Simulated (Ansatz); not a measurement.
The relaxed structure here is a generated cell of SiW: the first start was made by placing the elements on the sites of a structure type, and the end was not matched to a known phase here, so it may be hypothetical.

The start is a generated cell, SiW built in the AFLOW prototype AB_oP8_62_c_c (B29, as in SnS). The cell and all atomic positions are relaxed at zero pressure with r2SCAN (plane waves to 500 eV, PAW, scalar-relativistic; Ansatz, a quantum-chemistry and plane-wave program).

Ansatz input (later rounds restart from its end on a renewed k-mesh):
Ansatz 0.2 input:
```yaml
crystal:
  lattice:
    - [9.9914527, 0, 0]
    - [0, 3.558673, 0]
    - [0, 0, 3.8687834]
  atoms:
    - { symbol: Si, position: [0.61937, 0.25, 0.3806] }
    - { symbol: Si, position: [0.11937, 0.25, 0.1194] }
    - { symbol: Si, position: [0.38063, 0.75, 0.6194] }
    - { symbol: Si, position: [0.88063, 0.75, 0.8806] }
    - { symbol: W, position: [0.3507, 0.25, 0.0201] }
    - { symbol: W, position: [0.8507, 0.25, 0.4799] }
    - { symbol: W, position: [0.6493, 0.75, 0.9799] }
    - { symbol: W, position: [0.1493, 0.75, 0.5201] }
basis: { ecutwfc: 500, ecutrho_ratio: 4, xc_grid: 4, fft_grid_basis: typed }
kpoints: { mp_grid: { grid: [4, 9, 9] } }
hamiltonian:
  xc: r2scan
  dispersion: none
  pseudopotentials: { kind: paw }
scf: { occupations: { method: fermi_dirac, width: 0.05 } }
relax: { f_tol: 0.01, max_steps: 100, cell: { stress_tol: 0.02 } }
output: { forces: true, stress: true }
```

```yaml
initial_pressure: "-7.1 GPa (negative: the cell is under tension)"
energy_released: 1.02 eV/atom
volume_change: -17.9 %, from 17.19 to 14.11 Å³/atom
Shortest distances (start → end): "The closest pairs of elements (up to four, under 3.6 Å), start → end: Si–W 2.34 → 2.44 Å; Si–Si 3.12 → 2.57 Å; W–W 3.31 → 3.07 Å"
band_gap_at_the_end: no gap (metallic)
optimiser_moves: 18
```

The end point of the relaxation:

```cif
data_Si4W4
_chemical_formula_sum 'Si4 W4'
_space_group_name_H-M_alt 'Cmcm'
_space_group_IT_number 63
_space_group_name_Hall '-C 2c 2'
_cell_length_a 3.07319
_cell_length_b 8.84080
_cell_length_c 4.15577
_cell_angle_alpha 90.000
_cell_angle_beta 90.000
_cell_angle_gamma 90.000
loop_
_atom_site_label
_atom_site_type_symbol
_atom_site_symmetry_multiplicity
_atom_site_Wyckoff_symbol
_atom_site_fract_x
_atom_site_fract_y
_atom_site_fract_z
_atom_site_occupancy
Si1 Si 4 c 0.00000 0.08506 0.75000 1
W1 W 4 c 0.00000 0.63879 0.25000 1
```
(The calculation used a cell of 4 atoms; values per cell refer to that cell.)

Final values are on a 16×16×11 k-mesh of the relaxed cell. No spin polarisation in the result.

The run could not lose the symmetry of its start: the end is stationary, and may be a saddle point rather than a minimum.
